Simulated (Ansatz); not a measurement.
Here is the system:

Bi2W:
```yaml
crystal:
  lattice:
    - [5.37426, 1.87467, 0.00000]
    - [-5.37426, 1.87467, 0.00000]
    - [-4.24694, 0.00000, 7.09441]
  atoms:
    - { symbol: W, position: [0.13282, 0.86718, 0.17266] }
    - { symbol: W, position: [0.86718, 0.13282, 0.82734] }
    - { symbol: Bi, position: [0.84022, 0.15978, 0.44705] }
    - { symbol: Bi, position: [0.15978, 0.84022, 0.55295] }
    - { symbol: Bi, position: [0.59566, 0.40434, 0.87934] }
    - { symbol: Bi, position: [0.40434, 0.59566, 0.12066] }
```

This is the PBEsol-relaxed structure.

**Question.** All from DFT-PBEsol in the program Ansatz with PAW potentials, unless another level is named. Predict the formation energy from the elements (no fitted shifts).

**Answer.** 0.59 eV/atom.

**Question.** Give the density of states at the Fermi level.

**Answer.** 0.56 states/eV per atom (mean over ±0.08 eV).

Space group C2/m. The start of the workflow was typed in or built on a structure type; neither database checked (COD, Materials Project) lists it. Its standing as an ambient phase is unchecked. The PBEsol relaxation kept the symmetry of its start; its stability against distortions is not shown here. No spin polarisation was allowed. The volume moved by -21 % from the start of the relaxation. Its formation energy is positive at this level, so the cell may be metastable or incomplete. The references are the lowest solids computed at this level, not always the standard phases. Scalar-relativistic: spin–orbit coupling is off unless named, which matters more the heavier the elements.

Potentials: the earlier of the program's two PAW sets. The files were generated under PBE; for other functionals the program regenerates the frozen cores, and for LDA and PBEsol the local potential too.
